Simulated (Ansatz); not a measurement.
**From the elastic tensor of ScPt at 3 GPa (stress–strain coefficients) to moduli and sound speeds**

All numbers below come from DFT LDA, scalar-relativistic, plane waves, PAW (Ansatz). Settings: 420 eV plane-wave cutoff, Γ-centred 14×14×14 mesh, Fermi-Dirac smearing of 0.15 eV. No spin polarisation.

Symmetry: Pm-3m, No. 221, cubic system. Conventional cell: a = 3.210 Å, b = 3.210 Å, c = 3.210 Å, α = 90.00°, β = 90.00°, γ = 90.00°. Around Sc (site symmetry m-3m) lie 8 Pt at 2.78 Å. Around Pt (site symmetry m-3m) lie 8 Sc at 2.78 Å.

In a metal, frequencies and elastic constants depend on the k mesh and the smearing, soft modes and shear constants most. Spin–orbit coupling is left out, which can shift energies with elements as heavy as these.

Relaxed-ion constants (GPa, on the Cartesian axes of the calculation):
```
216.3 154.7 154.7   0.0   0.0   0.0
154.7 216.3 154.7   0.0   0.0   0.0
154.7 154.7 216.3   0.0   0.0   0.0
  0.0   0.0   0.0  64.9   0.0   0.0
  0.0   0.0   0.0   0.0  64.9   0.0
  0.0   0.0   0.0   0.0   0.0  64.9
```

Density 12.045 g/cm³; 2 atoms in 33.09 Å³.

The values that follow are for a polycrystal of randomly turned grains, by Hill's mean where one number stands.

```json
{"Bulk modulus, Voigt / Reuss / Hill": "175.2 / 175.2 / 175.2 GPa", "Shear modulus, Voigt / Reuss / Hill": "51.2 / 45.0 / 48.1 GPa", "Young's modulus": "132 GPa", "Poisson ratio": "0.374", "Pugh ratio B/G": "3.64", "Universal anisotropy index": "0.70", "Longitudinal and transverse sound speeds": "4458 and 1998 m/s", "Debye temperature from the mean sound speed": "263 K"}
```

Cost: 1 run of about 1.7 core-minutes, on Arm Neoverse V1 (shared hosts).